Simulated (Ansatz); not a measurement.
Computed with DFT PBE, scalar-relativistic, plane waves, PAW (Ansatz). All cells share a 420 eV cutoff and Γ-centred k meshes spaced at most about 0.3 Å⁻¹ (about 0.25 or finer for metals, 2π included). No spin polarisation in the final relaxations.

Temperature and zero-point effects are left out. All come from trial cells, and lower structures may exist.

Problem. Order these relaxed structures of In₂SbSe₃ by energy, lowest first, with the energy over the lowest of them.
A.

```
CELL_PARAMETERS angstrom
3.86751 2.23291 3.42042
-3.86751 2.23291 3.42042
0.00000 -4.46582 3.42042
ATOMIC_POSITIONS crystal
In 0.84953 0.84953 0.84953
In 0.15047 0.15047 0.15047
Sb 0.50000 0.50000 0.50000
Se 0.50000 0.00000 0.50000
Se 0.50000 0.50000 0.00000
Se 0.00000 0.50000 0.50000
```

B.

```
CELL_PARAMETERS angstrom
7.36373 0.00000 0.00000
-3.68186 6.37717 0.00000
0.00000 0.00000 3.63926
ATOMIC_POSITIONS crystal
In 0.33333 0.66667 0.00000
In 0.66667 0.33333 0.00000
Sb 0.00000 0.00000 0.00000
Se 0.50000 0.00000 0.50000
Se 0.00000 0.50000 0.50000
Se 0.50000 0.50000 0.50000
```

C.

```
CELL_PARAMETERS angstrom
4.02353 0.00000 0.00000
0.00000 4.02353 0.00000
0.00000 0.00000 9.84261
ATOMIC_POSITIONS crystal
In 0.00000 0.50000 0.67168
In 0.50000 0.00000 0.32832
Sb 0.00000 0.00000 0.00000
Se 0.50000 0.50000 0.00000
Se 0.00000 0.50000 0.37029
Se 0.50000 0.00000 0.62971
```

D.

```
CELL_PARAMETERS angstrom
4.09588 0.00000 0.00000
0.00000 4.50231 0.00000
0.00000 0.00000 18.32643
ATOMIC_POSITIONS crystal
In 0.50000 0.32650 0.32552
In 0.50000 0.67350 0.82552
In 0.00000 0.84973 0.17145
In 0.00000 0.15027 0.67145
Sb 0.00000 0.48942 0.04108
Sb 0.00000 0.51058 0.54108
Se 0.50000 0.80396 0.97998
Se 0.50000 0.19604 0.47998
Se 0.50000 0.24679 0.16479
Se 0.50000 0.75321 0.66479
Se 0.00000 0.77954 0.31731
Se 0.00000 0.22046 0.81731
```

Solution. D (0 meV/atom), A (147 meV/atom), C (158 meV/atom), B (464 meV/atom). Forms: D Pmc2_1; A R-3m; C P-4m2; B P6/mmm. Counting Sb or Se atoms around In (for each partner element, those within 1.25 times its shortest distance or 1.15 times the sum of covalent radii, where it is the nearest in units of that sum or under 1.3; a plus sign parts groups by distance over the sum of covalent radii; a slash parts the counts of unlike sites): D has In 4/6; A has In 3+1+3; C has In 5; B has In 6.

For metals, differences of a few meV/atom aren't resolved. Weakly bound directions are ill-defined at this level, which has no dispersion term (P-4m2), and this can change margins and order among such cells. These runs have no spin–orbit coupling, which can matter for Sb. In R-3m, P-4m2, P6/mmm an odd number of electrons in the primitive cell allows no gap without spin; a larger cell or a magnetic state could open one. A magnetic state wasn't ruled out in cells without spin, among them P6/mmm. Cells relaxed within their symmetry can be saddle points. The Pmc2_1 cell of In2SbSe3 came from shaking the P-4m2 one. Some types were kept out of the candidates beforehand, so the set may lack a known form.
